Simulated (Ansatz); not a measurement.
Mg:
```cif
data_Mg2
_chemical_formula_sum 'Mg2'
_space_group_name_H-M_alt 'P63/mmc'
_space_group_IT_number 194
_space_group_name_Hall '-P 6c 2c'
_cell_length_a 3.19532
_cell_length_b 3.19532
_cell_length_c 5.10769
_cell_angle_alpha 90.000
_cell_angle_beta 90.000
_cell_angle_gamma 120.000
loop_
_atom_site_label
_atom_site_type_symbol
_atom_site_symmetry_multiplicity
_atom_site_Wyckoff_symbol
_atom_site_fract_x
_atom_site_fract_y
_atom_site_fract_z
_atom_site_occupancy
Mg1 Mg 2 c 0.33333 0.66667 0.25000 1
```

Relaxed with r²SCAN.

Tabulate the valence density and the electron localisation function along the shortest Mg–Mg contact (3.15 Å), DFT-r²SCAN in the program Ansatz with PAW potentials.



```csv
distance from Mg (Å),density (e/Å³),ELF
0.32,15.28,0.25
0.47,5.76,0.36
0.63,1.17,0.29
0.79,0.22,0.09
0.95,0.13,0.04
1.10,0.11,0.14
1.26,0.10,0.39
1.42,0.10,0.54
1.58,0.10,0.58
1.73,0.10,0.54
1.89,0.10,0.39
2.05,0.11,0.14
2.21,0.13,0.04
2.36,0.22,0.09
2.52,1.17,0.29
2.68,5.76,0.36
2.84,15.28,0.25
```

The density is the valence pseudo-density with augmentation charge, so density and ELF within about 1 Å of a nucleus are not all-electron values.

Space group P6_3/mmc (hcp (Mg type)). Symmetry was held in the r²SCAN relaxation; of distortions, only those at the zone centre were tested.

Potentials: the earlier of the program's two PAW sets.
